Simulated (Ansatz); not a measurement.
NiSi (MnP type, space group Pnma)

```xyz
8
Lattice="5.1898 0.0000 0.0000 0.0000 3.3503 0.0000 0.0000 0.0000 5.6236" Properties=species:S:1:pos:R:3 pbc="T T T"
Ni     2.6360     0.8376     3.8704
Ni     0.0411     0.8376     4.5649
Ni     2.5539     2.5127     1.7532
Ni     5.1488     2.5127     1.0586
Si     3.5252     0.8376     0.4655
Si     0.9303     0.8376     2.3463
Si     1.6647     2.5127     5.1581
Si     4.2596     2.5127     3.2772
```

Equation-of-state scan: isotropic scaling of the cell above, V₀ being its volume. The atoms relax within the cell's symmetry.

The numbers are results of PBE (plane waves to 420 eV, PAW, scalar-relativistic; Ansatz, an electronic-structure program), not measurements. k mesh 9×14×8 (Γ-centred), Fermi-Dirac smearing 0.05 eV. The energy includes the smearing's −TS. With the shape held, the modulus is that of even scaling; a crystal free to change shape is softer. NiSi is run without spin polarisation. NiSi was relaxed with its symmetry unable to fall. The PAW data are Ansatz's earlier set. ΔE is measured from the relaxed starting cell. The last digit holds for this mesh only.

```tsv
V (Å³/atom)	ΔE (meV/atom)
10.267	227.0
10.593	148.8
10.919	90.0
11.245	47.9
11.571	20.2
11.896	4.8
12.222	0.0
12.548	4.3
12.874	16.5
13.200	35.3
13.526	59.9
13.852	89.3
14.178	122.9
```

### Question
What is the fitted pressure derivative B₀′?

### Answer
4.7.

### Question
What bulk modulus at fixed cell shape B₀ follows from a third-order Birch-Murnaghan fit?

### Answer
167 GPa. Check by three points about V = 12.222 Å³/atom, step 0.652: d²E/dV² ≈ (20 − 2·0 + 16) meV / 0.652² = 0.0847 eV/Å⁶, and V·d²E/dV² × 160.2 = 166 GPa.

(Under strain, the slope of the energy per volume gives the stress and its curvature an elastic modulus.)
